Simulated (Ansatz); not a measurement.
A geometry of ZnInGaO$_{4}$ away from equilibrium: the start of the relaxation of a generated trial cell of ZnInGaO4 in the InGaZnO4 structure type. These are PBE (plane waves to 420 eV, PAW, scalar-relativistic; Ansatz, an electronic-structure program) values and carry that method's errors. Γ-centred k-mesh 8×8×8 on the run's cell (coarser than for final values), Fermi–Dirac smearing 0.05 eV.

```xyz
7
Lattice="1.6475 0.9512 8.6900 -1.6475 0.9512 8.6900 0.0000 -1.9024 8.6900" Properties=species:S:1:pos:R:3 pbc="T T T"
In     0.0000     0.0000     0.0000
Ga     0.0000     0.0000     5.6598
Zn     0.0000     0.0000    20.4102
O      0.0000     0.0000     3.3422
O      0.0000     0.0000    22.7278
O      0.0000     0.0000     7.6333
O      0.0000     0.0000    18.4367
```

**Question.** Predict the force on each atom, in eV/Å.

**Answer.** 
```csv
atom,Fx,Fy,Fz
In1,0.00,0.00,1.54
Ga2,0.00,0.00,-0.97
Zn3,0.00,0.00,-0.37
O4,0.00,0.00,1.69
O5,0.00,0.00,1.24
O6,0.00,0.00,-2.00
O7,0.00,0.00,-1.12
```

**Question.** What is the pressure?

**Answer.** +7.9 GPa, compression positive.

**Question.** How far above the relaxed end point is this geometry?

**Answer.** 0.09 eV/atom; the path ends in R3m (No. 160).

No spin polarisation in the result.

The run could not lose the symmetry of its start; a randomly shaken copy of 7 atoms returns to this structure.
